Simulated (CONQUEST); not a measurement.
CONQUEST run on AlCo (P4/mmm, 2 atoms in the cell; from Materials Project mp-284, changed as shown): self-consistent single point.

Level of theory: CONQUEST with PBE, numerical atomic orbitals double-zeta with polarisation (the shipped basis), PseudoDojo norm-conserving potentials made for PBE.

The change in words: lattice vector b scaled by 1.02. Reference geometry (Pm-3m):
```xyz
2
Lattice="2.8346 0.0000 0.0000 0.0000 2.8346 0.0000 0.0000 0.0000 2.8346" Properties=species:S:1:pos:R:3 pbc="T T T"
Al     0.0000     0.0000     0.0000
Co     1.4173     1.4173     1.4173
```

Reference input (self-consistent single point, DFT, PBE, numerical atomic orbitals double-zeta with polarisation (the shipped basis), PseudoDojo norm-conserving potentials made for PBE): basis = DZP; Diag.MPMeshX, Y, Z = 5 5 5; potentials = PseudoDojo norm-conserving PBE; Grid.GridCutoff = 175 Ha; DM.SolutionMethod = diagon; Diag.kT = 0.003675 Ha; Diag.GammaCentred = true; minE.SCTolerance = 1.0e-06; SC.MaxIters = 100; SC.LinearMixingFactor = 0.3; SC.KerkerPreCondition = true; SC.KerkerFactor = 0.5 1/bohr. This run's input differs from it in these lines:

```diff
@@ -32,3 +32,3 @@
      5.356664916      0.000000000      0.000000000
-     0.000000000      5.356664916      0.000000000
+     0.000000000      5.463799159      0.000000000
      0.000000000      0.000000000      5.356664916
```

Output, abridged:

```
    new_SC_potl: Starting.  Tolerance:  0.10000E-05

    PulayMixSC: Starting Pulay mixing, A_up =  0.300 A_dn =  0.300
    PulayMixSC: Spin non-polarised calculation.
    PulayMixSC: with Kerker preconditioning, q0 =  0.500
          Harris-Foulkes Energy            :      -155.391296182855086 Ha
          GroundState Energy (E-(1/2)TS)   :      -155.391824455627557 Ha
          Free Energy (E-TS)               :      -155.392352728400027 Ha
          DFT Total Energy                 :      -155.334537718011575 Ha
          Total number of electrons        :        20.000000000000213
   [... lines left out ...]
          Total number of electrons        :        20.000035777563088
    PulayMixSC: Pulay iteration    18 residual:              0.19730E-05
          Harris-Foulkes Energy            :      -155.380166507375833 Ha
          GroundState Energy (E-(1/2)TS)   :      -155.380576166387982 Ha
          Free Energy (E-TS)               :      -155.380985825400131 Ha
          DFT Total Energy                 :      -155.380166506564592 Ha
          Total number of electrons        :        20.000032796014985
    PulayMixSC: Pulay iteration    19 residual:              0.93332E-06
    PulayMixSC: Reached SCF tolerance of  0.93332E-06 after     19 iterations
      | Number of electrons      =        20.000033
      |* band energy as 2Tr[K.H] =       -26.641338667803314 Ha
      |  screened ion-ion energy =      -121.266231217523881 Ha
      |  Ha correction           =        -0.490531775349754 Ha
      |  XC correction           =        -6.982068182754029 Ha
      | GS Energy as E-(1/2)TS   =      -155.380576166387982 Ha
      | Free Energy as E-TS      =      -155.380985825400131 Ha
      |* Harris-Foulkes energy   =      -155.380166507375833 Ha
      |* DFT total energy        =      -155.380166506564592 Ha
      |  estimated accuracy      =        -0.000000000811241 Ha

    force: Forces on atoms (Ha/a0)
    force:  Atom   X              Y              Z
   [... lines left out ...]
    force: Maximum force :        0.00000000(Ha/a0) on atom         2 in z direction
   [... lines left out ...]
    force: Force Residual:        0.00000000 Ha/a0
    force: Total stress:         -4.43937610     0.00000000     0.00000000 GPa
                             0.00000000    -1.05134700     0.00000000
                             0.00000000     0.00000000    -4.43937610
    force: Average pressure:      3.31003307 GPa

    force: Finished force
    get_E_and_F: Change in energy during last step of electronic optimisation: -0.62161E-06
```

The run converged in 19 iterations. CONQUEST prints the stress tensor with tension positive. Against the reference run the free energy goes down by 5.3 meV/atom and the pressure goes from 7.13 to 3.31 GPa.

The program uses no crystal symmetry, so grid and mesh can part values that symmetry would make equal. The atom-centred basis is finite, which shifts total energies and pressures against plane waves. The run has no spin polarisation, so moments on Co cannot form. The structure comes from a collection of computed structures, made at another level of theory; the collection holds predicted forms beside known ones. Its lattice was then scaled. No clean gap shows at this smearing width and mesh (spacing up to 0.44 Å⁻¹); the mesh is coarse for partly filled bands, so the values carry mesh errors.

Cost on one core: roughly 90 core-seconds.
